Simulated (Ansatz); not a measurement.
Given:

TiZnO$_{3}$:
```yaml
crystal:
  lattice:
    - [2.53030, 1.46087, 4.60779]
    - [-2.53030, 1.46087, 4.60779]
    - [0.00000, -2.92174, 4.60779]
  atoms:
    - { symbol: Ti, position: [0.85402, 0.85402, 0.85402] }
    - { symbol: Ti, position: [0.14598, 0.14598, 0.14598] }
    - { symbol: Zn, position: [0.63935, 0.63935, 0.63935] }
    - { symbol: Zn, position: [0.36065, 0.36065, 0.36065] }
    - { symbol: O, position: [0.22552, 0.56246, 0.94949] }
    - { symbol: O, position: [0.77448, 0.43754, 0.05051] }
    - { symbol: O, position: [0.56246, 0.94949, 0.22552] }
    - { symbol: O, position: [0.43754, 0.05051, 0.77448] }
    - { symbol: O, position: [0.94949, 0.22552, 0.56246] }
    - { symbol: O, position: [0.05051, 0.77448, 0.43754] }
```

This is the PBEsol-relaxed structure. Tensor components refer to the Cartesian frame of this cell.

### Question
All from plane-wave PAW PBEsol (Ansatz code), unless another level is named. Give the band gap.

### Answer
3.07 eV (indirect).

### Question
Predict the HSE06 gap on the PBEsol cell.

### Answer
4.78 eV.

### Question
Predict the smallest direct gap on the standard path.

### Answer
3.10 eV.

### Question
Next, the formation energy from the elements (no fitted shifts)?

### Answer
-2.42 eV/atom.

### Question
Predict the valence-band maximum.

### Answer
off the standard path, at k = (0.276, 0.188, -0.240).

Space group R-3. The workflow started from a Materials Project entry (that database holds measured and hypothetical structures alike); the Crystallography Open Database copy checked does not list it. Its standing as an ambient phase is unchecked. The cell was relaxed with PBEsol under the symmetry of its start; whether a distortion lowers the energy is not shown. The run is not spin-polarised. The references are the lowest solids computed at this level, not always the standard phases (solids in place of the gases).

Potentials: the later of the program's two PAW sets.
